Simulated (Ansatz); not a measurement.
Zr₂N:
```cif
data_N2Zr4
_chemical_formula_sum 'Zr4 N2'
_space_group_name_H-M_alt 'P42/mnm'
_space_group_IT_number 136
_space_group_name_Hall '-P 4n 2n'
_cell_length_a 5.33172
_cell_length_b 5.33172
_cell_length_c 3.25255
_cell_angle_alpha 90.000
_cell_angle_beta 90.000
_cell_angle_gamma 90.000
loop_
_atom_site_label
_atom_site_type_symbol
_atom_site_symmetry_multiplicity
_atom_site_Wyckoff_symbol
_atom_site_fract_x
_atom_site_fract_y
_atom_site_fract_z
_atom_site_occupancy
Zr1 Zr 4 f 0.29606 0.29606 0.00000 1
N1 N 2 a 0.00000 0.00000 0.00000 1
```

Relaxed at zero pressure with LDA in the plane-wave PAW code Ansatz.

Question: The volume is raised by 9 % and shape and atoms relax at that volume. What pressure results, and how do the axes share the change?

Answer: -14.2 GPa; a 3.2 %, b 3.2 %, c 2.4 %; the energy rises by 66 meV/atom.

Question: Give the new structure.

Answer: 
Space group P4₂/mnm (No. 136); a = b = 5.500 Å, c = 3.332 Å, α = β = γ = 90.00°

```
atom  site  symmetry       x       y       z
----  ----  --------  ------  ------  ------
Zr      4f      m.2m  0.2986  0.2986  0.0000
N       2a      m.mm  0.0000  0.0000  0.0000
```

The phase is kept; no other phase was compared at this pressure.

Space group P4_2/mnm (anti-rutile). The workflow started from a Materials Project entry (that database holds measured and hypothetical structures alike); the Crystallography Open Database copy checked does not list it. Its standing as an ambient phase is unchecked. The cell was relaxed with LDA under the symmetry of its start; of distortions, only those at the zone centre were tested. The run is not spin-polarised.

Potentials: the later of the program's two PAW sets.
